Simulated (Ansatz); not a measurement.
## Computed properties of BP

BP:
```yaml
crystal:
  lattice:
    - [5.56831, 0.00000, 0.00000]
    - [0.00000, 5.56831, 0.00000]
    - [0.00000, 0.00000, 3.20537]
  atoms:
    - { symbol: B, position: [0.17829, 0.17829, 0.00000] }
    - { symbol: B, position: [0.82171, 0.82171, 0.00000] }
    - { symbol: P, position: [0.81938, 0.18062, 0.00000] }
    - { symbol: P, position: [0.18062, 0.81938, 0.00000] }
    - { symbol: P, position: [0.68062, 0.68062, 0.50000] }
    - { symbol: P, position: [0.31938, 0.31938, 0.50000] }
    - { symbol: B, position: [0.32171, 0.67829, 0.50000] }
    - { symbol: B, position: [0.67829, 0.32171, 0.50000] }
```

Space group P4_2/mnm (No. 136); conventional cell a = 5.568 Å, b = 5.568 Å, c = 3.205 Å, α = 90.00°, β = 90.00°, γ = 90.00°.

Method: PBE (plane waves, PAW; program Ansatz). The cell and atoms are relaxed at this level. Other levels are named where they apply.

**Cell and energy**

Volume per atom: 12.42 Å³
Density: 2.79 g/cm³
Formation energy from the elements (no fitted shifts): -0.29 eV/atom

**Electronic structure**

- Band gap = 0.47 eV (indirect)
- Valence-band maximum = at Γ
- Conduction-band minimum = on the Γ–Z line, 59 % of the way from Γ (2 equivalent valleys)
- Smallest direct gap on the standard path = 1.35 eV
- Electron effective mass = 0.33, 0.33, 0.48 mₑ (principal values)
- Hole effective mass, band 1 of 2 at the edge = 0.51 along x, 0.72 along z (mₑ)
- Hole effective mass, band 2 of 2 at the edge = 0.22 along x, 0.72 along z (mₑ)

**Mechanics**

Bulk modulus (Birch–Murnaghan fit): 1480 kbar
Pressure derivative B′: 3.8

The start of the workflow was typed in or built on a structure type; neither database checked (COD, Materials Project) lists it. It is not the phase usual at ambient conditions (space group No. 216). The cell was relaxed with PBE under the symmetry of its start; its stability against distortions is not shown here. The references are the lowest solids computed at this level, not always the standard phases.

Potentials: the earlier of the program's two PAW sets.
